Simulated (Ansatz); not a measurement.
**W: structures and their energies**

14 relaxations of W ended in 6 distinct structures. Method: PBEsol (plane waves to 420 eV, PAW, scalar-relativistic; Ansatz, a quantum-chemistry and plane-wave program).

| # | space group | Pearson | type | E − E(lowest) (eV/atom) | V (Å³/atom) | coordination | runs ending here |
|---|---|---|---|---|---|---|---|
| 1 | Im-3m | cI2 | bcc (W type) | 0.00 | 15.69 | W 8 (cubic)+6 | 5 |
| 2 | Pm-3n | cP8 | – | 0.09 | 15.94 | – | 1 |
| 3 | R-3m | hR1 | – | 0.42 | 16.10 | – | 1 |
| 4 | Fm-3m | cF4 | fcc (Cu type) | 0.49 | 15.97 | W 12 (cuboctahedral) | 5 |
| 5 | P6₃/mmc | hP2 | hcp (Mg type) | 0.51 | 16.05 | W 12 (anticuboctahedral) | 1 |
| 6 | Fd-3m | cF8 | diamond type | 2.82 | 23.83 | W 4 (tetrahedral) | 1 |

Coordination numbers (neighbours up to the widest gap in distance over summed covalent radii, below 1.35; n+m marks a second, longer set). All are gapless at this level. Im-3m, cI2, bcc (W type) is the lowest among the structures calculated here.

```cif
data_W2
_chemical_formula_sum 'W2'
_space_group_name_H-M_alt 'Im-3m'
_space_group_IT_number 229
_space_group_name_Hall '-I 4 2 3'
_cell_length_a 3.15430
_cell_length_b 3.15430
_cell_length_c 3.15430
_cell_angle_alpha 90.000
_cell_angle_beta 90.000
_cell_angle_gamma 90.000
loop_
_atom_site_label
_atom_site_type_symbol
_atom_site_symmetry_multiplicity
_atom_site_Wyckoff_symbol
_atom_site_fract_x
_atom_site_fract_y
_atom_site_fract_z
_atom_site_occupancy
W1 W 2 a 0.00000 0.00000 0.00000 1
```
(The calculation used a cell of 1 atom; values per cell refer to that cell.)

Each run could gain symmetry but not lose that of its start, so entries can be saddle points. From databases, or of a type measured for this composition: Im-3m, cI2, bcc (W type); Pm-3n, cP8; Fm-3m, cF4, fcc (Cu type); the others are generated cells (placed on structure types, drawn at random, substituted or restacked) that were not matched to a known phase here. Energies are at zero temperature and pressure, without zero-point motion. No spin polarisation in the result.
